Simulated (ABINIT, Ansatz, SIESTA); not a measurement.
MgGe2: programs and potentials compared

```
Ge Mg
1.0
     5.52149   -1.84985    0.00000
     5.52149    1.84985    0.00000
    -3.21762    0.00000    6.00777
Ge Mg
4 2
Direct
  0.52923 0.52923 0.29362
  0.47077 0.47077 0.70638
  0.88039 0.88039 0.98544
  0.11961 0.11961 0.01456
  0.81529 0.81529 0.34925
  0.18471 0.18471 0.65075
```

The cell comes from a database or a generator and needn't be the stable form of this composition.

Alike in all runs: task single point; functional PBE; k mesh 8 × 8 × 5; occupations fermi-dirac, width 0.05 eV; no spin polarisation; no spin-orbit coupling. Pressure is positive in compression and, in plane waves, holds the error of the finite cutoff, which Ansatz's Pulay term estimates and takes out.

```
                                                                                   program and potentials  plane-wave cutoff (eV)                             notes  pressure (GPa)  largest force (eV/Å)
                                                                                       Ansatz, Ansatz PAW                     420  Pulay term of +0.02 GPa included           -0.37                 0.123
                                                                                 ABINIT, JTH PAW PBE v2.0                     599                                 -           -0.68                 0.124
SIESTA, files PseudoDojo sr-pbe-0.4.1-standard, DZP (energy shift 0.003 Ry; two zetas on semicore shells)                       -                      atomic basis            1.02                 0.228
```

Force on atom 2 (Ge), eV/Å:

| program and potentials | x | y | z |
| --- | --- | --- | --- |
| Ansatz, Ansatz PAW | 0.119 | 0.000 | -0.032 |
| ABINIT, JTH PAW PBE v2.0 | 0.115 | 0.000 | -0.045 |
| SIESTA, files PseudoDojo sr-pbe-0.4.1-standard, DZP (energy shift 0.003 Ry; two zetas on semicore shells) | 0.152 | 0.000 | -0.129 |

The pressure spans -0.68 (ABINIT, JTH PAW PBE v2.0) to 1.02 GPa (SIESTA, files PseudoDojo sr-pbe-0.4.1-standard, DZP (energy shift 0.003 Ry; two zetas on semicore shells)). Rows in atomic bases carry the error of their basis and grid, which can be large.

The functional is the same throughout but for its coding, so the spread measures potentials, basis and numerics; runs on potential files found faulty are left out.
